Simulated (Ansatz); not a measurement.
According to the program Ansatz at the r²SCAN level (PAW), AlO16Zn15 in the trigonal phase (P3m1; Pearson symbol hP32) relaxes to a = 6.463 Å, c = 10.440 Å. Al has 4 nearest neighbours from 1.79 Å (tetrahedral); O on 1a has 4 nearest neighbours from 1.96 Å (tetrahedral); O on 3d has 4 nearest neighbours from 1.96 Å (tetrahedral). Against the elements it lies at -1.70 eV/atom, with no fitted shifts.

Electronic character: metallic (no gap).

Bader charges are Al +2.54, O -1.47 to -1.29, Zn +1.25 to +1.26 e.

The start of the workflow was typed in or built on a structure type; neither database checked (COD, Materials Project) lists it. Whether it is the stable phase at ambient conditions was not checked. The cell was relaxed with r²SCAN under the symmetry of its start; its stability against distortions is not shown here. With an odd number of electrons in the cell and no spin polarisation, the count alone makes it a metal. The references are the lowest solids computed at this level, not always the standard phases (solids in place of the gases).

Potentials: the later of the program's two PAW sets.
